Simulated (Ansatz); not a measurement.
# Ca: from a migration barrier to a jump rate

The calculation used Ansatz 0.2.0, DFT PBEsol, scalar-relativistic, plane waves, PAW. Settings: plane waves to 420 eV, k-mesh 4×4×4 (Γ-centred), Gaussian smearing 0.1 eV. No spin polarisation.

In a supercell of 20 sites an atom of Ca jumps into a neighbouring Ca vacancy, a = 3.86 Å from site to site in the perfect crystal, in a neutral cell. The half-way point, relaxed in its symmetry, lies 0.479 eV above the relaxed vacancy. Take it as the barrier; the order of the saddle wasn't checked, and the cell is small.

Problem. With an assumed attempt frequency of 10¹³ s⁻¹, how often does the jump happen, and how fast does the vacancy diffuse?

Solution. Transition-state theory gives Γ = ν exp(−E/k_BT), and one such jump direction contributes Γa²/6 to the vacancy's diffusion coefficient averaged over directions:

| T (K) | E/k_BT | Γ (1/s) | Γa²/6 (cm²/s) |
| --- | --- | --- | --- |
| 300 | 18.5 | 9.1 × 10^4 | 2.3 × 10^-11 |
| 600 | 9.3 | 9.5 × 10^8 | 2.4 × 10^-7 |
| 1000 | 5.6 | 3.9 × 10^10 | 9.6 × 10^-6 |
| 1500 | 3.7 | 2.5 × 10^11 | 6.1 × 10^-5 |

The rate reaches one jump a second at T = E/(k_B ln 10¹³) = 186 K. The number of equivalent jumps multiplies D if they link up through the crystal; a hop between two sites alone gives no long-range diffusion, which then waits on a higher barrier. In either case the atoms' own diffusion carries the vacancy concentration and a correlation factor besides. Rows above the melting point are formal, and so are rows where E/k_BT falls under about 3, since the theory needs rare jumps.

Problem. How much does an error of 0.1 eV in the barrier matter?

Solution. It multiplies the rate by exp(0.1 eV/k_BT): 48 at 300 K and 3.2 at 1000 K, more than the usual doubt about ν at low temperature.

Cost: 2 runs of about 27 core-minutes in all, on Arm Neoverse V1 (shared hosts).